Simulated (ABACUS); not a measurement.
ABACUS run on Al2Cu (Imm2, 3 atoms in the cell; from Materials Project mp-985806, changed as shown): self-consistent single point.

Method: PBEsol, numerical atomic orbitals DZP (confined pseudo-atomic orbitals with Gaussian additions; energy shift 0.01 Ry), PseudoDojo 0.4 standard norm-conserving PBEsol (tails mended) pseudopotentials (ABACUS).

The change in words: atom 1 moved by +0.08 angstrom along z. Reference geometry (I4/mmm):
```
Al2Cu
1.0
   -2.03034     2.03034     2.85109
    2.03034    -2.03034     2.85109
    2.03034     2.03034    -2.85109
Al Cu
2 1
Direct
  0.75000   0.25000   0.50000
  0.25000   0.75000   0.50000
  0.50000   0.50000   0.00000
```

Reference input (self-consistent single point, DFT, PBEsol, numerical atomic orbitals DZP (confined pseudo-atomic orbitals with Gaussian additions; energy shift 0.01 Ry), PseudoDojo 0.4 standard norm-conserving PBEsol (tails mended) pseudopotentials): basis = DZP numerical atomic orbitals, energy shift 0.01 Ry; KPT = Gamma 12 12 12 0 0 0; basis_type = lcao; dft_functional = PBESOL; ecutwfc = 100 Ry; smearing_method = mp; smearing_sigma = 0.0199916 Ry; potentials = PseudoDojo 0.4 standard norm-conserving PBEsol (tails mended); symmetry = 1; symmetry_prec = 1e-05; ks_solver = genelpa; scf_nmax = 100. This run's input differs from it in these lines:

```diff
@@ -44,3 +44,3 @@
 2
-   0.7500000000    0.2500000000    0.5000000000
+   0.7640300000    0.2640300000    0.5000000000
    0.2500000000    0.7500000000    0.5000000000
```

Log, with long lists cut:

```
 SELF-CONSISTENT
 -------------------------------------------

                  longest orb rcut (Bohr) = 8
   longest nonlocal projector rcut (Bohr) = 1.78
                     search radius (Bohr) = 19.6

                          real space grid = [ 50, 50, 50 ]
                                 init_chg = atomic

 LCAO ALGORITHM --------------- ION=   1  ELEC=   1--------------------------------

 Density error is 0.127403847802
 E_KohnSham     -387.4424015703      -5271.4243081606
 E_Fermi        0.7376094164         10.0356909619

 LCAO ALGORITHM --------------- ION=   1  ELEC=   2--------------------------------

   [... lines left out ...]

   [... 6 blocks of this kind left out ...]

 LCAO ALGORITHM --------------- ION=   1  ELEC=   9--------------------------------

 Density error is 9.19853985626e-06
 E_KohnSham     -388.1978334070      -5281.7024855896
 E_Fermi        0.6977386418         9.4932212427

 LCAO ALGORITHM --------------- ION=   1  ELEC=  10--------------------------------

 Density error is 5.90590414058e-08
 E_KohnSham     -388.1978334084      -5281.7024856086
 E_KS(sigma->0) -388.1978203174      -5281.7023074966
 E_entropy(-TS) -0.0000392730        -0.0005343360
 E_Fermi        0.6977415054         9.4932602046
 charge density convergence is achieved
 final etot is -5281.7024856 eV
 EFERMI = 9.4932602046 eV

 STATE ENERGY(eV) AND OCCUPATIONS    NSPIN == 1
   [... 20 lines left out ...]

 TOTAL-FORCE (eV/Angstrom)
                       Al1         0.0000000000         0.0000000000        -0.5192351212
                       Al2         0.0000000000         0.0000000000         0.2015719152
                       Cu1         0.0000000000         0.0000000000         0.3176632060

 TOTAL-STRESS (KBAR)
       -14.4212134375        -0.0000000000         0.0000000000
        -0.0000000000        15.4592740940         0.0000000000
         0.0000000000         0.0000000000        10.8897181809
 TOTAL-PRESSURE: 3.975926 KBAR

 --------------------------------------------
 !FINAL_ETOT_IS -5281.7024856086081854 eV
 --------------------------------------------
```

The run converged in 10 iterations. Against the reference run the free energy goes up by 6.9 meV/atom, the pressure goes from 0.18 to 0.40 GPa and the largest force goes from under 0.1 to 0.52 eV/Å.

The atom-centred basis is finite, which shifts total energies, pressures and forces against plane waves. The structure comes from a collection of computed structures, made at another level of theory; the collection holds predicted forms beside known ones.

Cost on one core: very roughly 19 core-seconds.

The atomic orbitals were generated for these runs; they are not ABACUS's published sets and were checked against plane waves on a few crystals only.

“Tails mended”: in these copies of the files the far tail of each local potential was reset to the Coulomb form.
